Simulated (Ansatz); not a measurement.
**TaBr3 (ReO3-type structure, lowered slightly to P4/mmm when read at 0.01 Å)**

The computed numbers are results of PBE, scalar-relativistic (collinear spin) in the plane-wave PAW code Ansatz at 420 eV, Γ-centred 6×6×3 mesh, 0.05 eV Gaussian smearing; PAW files: Ansatz's generated set soft_2.

```cif
data_structure
_symmetry_space_group_name_H-M 'P 1'
_symmetry_Int_Tables_number 1
_cell_length_a 5.1750
_cell_length_b 7.3360
_cell_length_c 10.3747
_cell_angle_alpha 45.000
_cell_angle_beta 90.000
_cell_angle_gamma 90.000
_cell_volume 278.50
loop_
_atom_site_label
_atom_site_type_symbol
_atom_site_fract_x
_atom_site_fract_y
_atom_site_fract_z
_atom_site_occupancy
Ta1 Ta 0.00000 0.00000 0.00000 1
Br1 Br 0.50000 0.00000 0.00000 1
Br2 Br 0.00000 0.00000 0.25000 1
Br3 Br 0.00000 0.50000 0.75000 1
Ta2 Ta 0.00000 0.00000 0.50000 1
Br4 Br 0.50000 0.00000 0.50000 1
Br5 Br 0.00000 0.00000 0.75000 1
Br6 Br 0.00000 0.50000 0.25000 1
```

The structure was built from a prototype; whether the compound forms in it isn't claimed. The ideal cubic cell shuts out tilts of the octahedra, which such structures often take.

Magnetic state: antiferromagnetic, site spin moments Ta 0.78, -0.78 μB.

Q: Which orbitals carry the states at the Fermi level, and how many states are there?

A: Within 0.1 eV of it: Ta 5d 76 %, Br 4p 23 % (shares among the projected shells; no valence p shell of Ta is among them). The density of states at the Fermi level is about 4.4 states/eV per cell, averaged over 0.3 eV.

Density of states (tetrahedra, averaged over 0.3 eV; states/eV per cell of 8 atoms; energy in eV from the Fermi level):

| E (eV) | DOS |
| --- | --- |
| -6.70 | 1.7 |
| -6.40 | 3.9 |
| -6.10 | 7.4 |
| -5.80 | 8.7 |
| -5.50 | 12.9 |
| -5.20 | 7.7 |
| -4.90 | 6.7 |
| -4.60 | 7.5 |
| -4.30 | 6.5 |
| -4.00 | 6.5 |
| -3.70 | 10.9 |
| -3.40 | 15.4 |
| -3.10 | 7.4 |
| -2.80 | 6.3 |
| -2.50 | 0.7 |
| -2.20 | 0.0 |
| -1.90 | 0.0 |
| -1.60 | 0.0 |
| -1.30 | 0.1 |
| -1.00 | 2.4 |
| -0.70 | 3.9 |
| -0.40 | 4.1 |
| -0.10 | 4.3 |
| 0.20 | 6.5 |
| 0.50 | 7.3 |
| 0.80 | 10.0 |
| 1.10 | 9.2 |
| 1.40 | 4.3 |
| 1.70 | 2.5 |
| 2.00 | 2.2 |
| 2.30 | 1.6 |
| 2.60 | 1.4 |
| 2.90 | 1.4 |
| 3.20 | 2.1 |
| 3.50 | 2.2 |
| 3.80 | 2.3 |
| 4.10 | 3.1 |

No spin–orbit coupling, a notable omission for heavy elements. The run wasn't fully tested for a lower electronic state. The program found that the saved state from which it went on wasn't the lowest. The program warned that the potential is rough where the density is thin (voids or gaps), so long spacings are poorly fixed. Site moments are of spin, integrated over atomic spheres. Compounds of this kind are often insulators, so the metal found may come from the functional, which lacks a U or exact exchange, or from the structure.
